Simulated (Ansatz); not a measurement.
Given:

SiRh:
```yaml
crystal:
  lattice:
    - [5.53609, 0.00000, 0.00000]
    - [0.00000, 3.06129, 0.00000]
    - [0.00000, 0.00000, 6.37069]
  atoms:
    - { symbol: Si, position: [0.18505, 0.25000, 0.44392] }
    - { symbol: Si, position: [0.81495, 0.75000, 0.55608] }
    - { symbol: Si, position: [0.31495, 0.75000, 0.94392] }
    - { symbol: Si, position: [0.68505, 0.25000, 0.05608] }
    - { symbol: Rh, position: [0.00313, 0.25000, 0.79807] }
    - { symbol: Rh, position: [0.99687, 0.75000, 0.20193] }
    - { symbol: Rh, position: [0.49687, 0.75000, 0.29807] }
    - { symbol: Rh, position: [0.50313, 0.25000, 0.70193] }
```

This is the PBEsol-relaxed structure.

**Question.** All from plane-wave PAW PBEsol (Ansatz code), unless another level is named. Predict the Poisson's ratio.

**Answer.** 0.30.

**Question.** Give the highest zone-centre frequency.

**Answer.** 13.20 THz.

Space group Pnma. The first step of the workflow began from a Materials Project structure, measured or hypothetical; the Crystallography Open Database copy checked does not list it. COD files the formula under space group No. 14, so this cell is another polymorph or a model. Whether it is the stable phase at ambient conditions was not checked. Symmetry was held in the PBEsol relaxation; of distortions, only those at the zone centre were tested. No spin polarisation was allowed. As this level gives no gap, phonon frequencies hold no LO–TO term and depend on the k-mesh and smearing (Fermi–Dirac, 0.1 eV here).

Potentials: the earlier of the program's two PAW sets.
